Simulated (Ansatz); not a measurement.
A series in space group Pm-3m

All 4 crystals share space group Pm-3m (No. 221) and the same kinds of sites, 2 atoms in the primitive cell. They are database entries and needn't be the stable phases. The set is a selection: crystals with an unstable lattice, a very soft shear in a metal or doubtful stress slopes were left out. Cells are relaxed by PAW under the functional.

Quantity: elastic moduli (Hill averages, relaxed ions; θ_D from sound speeds over directions). Level: PBEsol, all-electron LAPW in Ansatz 0.2.0, scalar-relativistic.

```csv
crystal,cell (conventional),k mesh,smearing (eV),B (GPa),G (GPa),C11 (GPa),C44 (GPa),ν,θ_D (K)
ScAl,a = 3.346 Å,14×14×14,0.10,80.4,43.3,96.3,94.4,0.272,421
ScCu,a = 3.209 Å,14×14×14,0.05,98.5,41.6,138,52.1,0.315,360
ScZn,a = 3.301 Å,14×14×14,0.05,83.5,49.2,119,73.9,0.254,385
ScPd,a = 3.267 Å,14×14×14,0.10,?,?,?,?,?,?
```

**Question.** What did the calculation give for ScPd?

**Answer.** B = 124 GPa, G = 46.5 GPa, C11 = 182 GPa, C44 = 48.8 GPa, ν = 0.333, θ_D = 327 K.

Caveats: responses of metals move with mesh and smearing; the softest shear constant rests on one k mesh, and a soft shear can herald a distortion on cooling (ScAl).
